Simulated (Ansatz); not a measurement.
## How stiff is this cell of MoS2?

Cell: a COD entry, ions relaxed with PBE at fixed cell.

```
CELL_PARAMETERS angstrom
3.14000 0.00000 0.00000
-1.57000 2.71932 0.00000
0.00000 0.00000 12.53000
ATOMIC_POSITIONS crystal
Mo 0.33333 0.66667 0.25000
Mo 0.66667 0.33333 0.75000
S 0.33333 0.66667 0.62446
S 0.66667 0.33333 0.12446
S 0.33333 0.66667 0.87554
S 0.66667 0.33333 0.37554
```

Atoms are numbered from 1 in the order listed; like atoms form one site, named after its first atom.

All values are calculated (Ansatz; DFT, PBE, plane waves and PAW, scalar-relativistic, collinear spin, 420 eV cutoff, Γ-centred 16×16×4 k-points, Fermi–Dirac smearing 0.02 eV), not measured. Start moments as typed (μB): 2 on each Mo, none on the rest.

The cell is stretched along z (the third Cartesian axis of the run's cell), x and y held, and the ions relax again each time. Tension counts as positive.

| strain along z (%) | stress along z (GPa) | stress along x (GPa) | gap on the k-mesh (eV) |
| --- | --- | --- | --- |
| -3 | -4.0 | -5.0 | 0.81 |
| -2 | -3.3 | -4.8 | 0.87 |
| -1 | -2.7 | -4.6 | 0.93 |
| 0 | -2.3 | -4.5 | 0.99 |
| +1 | ? | ? | ? |
| +2 | -1.6 | -4.2 | 1.10 |
| +3 | -1.3 | -4.2 | 1.15 |

**Question.** Estimate the row at +1 % from the others.

**Answer.** stress along z (GPa): -1.9; stress along x (GPa): -4.4; gap on the k-mesh (eV): 1.05. Worked: parabolas through the other 6 rows give -1.9 and -4.3 GPa at +1 %. Their slopes at zero strain are 44 GPa (the stiffness along z) and 14 GPa (the coupling of z to x). They hold at this cell, where the calculated pressure is 3.7 GPa. The gap opens by 57 meV per per cent of stretch between the rows next to zero strain; the parabola gives 1.05 eV for the withheld row.

PBE gaps are too small, by a third to a half in many semiconductors; their changes with strain are better.

All values belong to this cell and structure model. The start moments die out, and the run ends without spin.
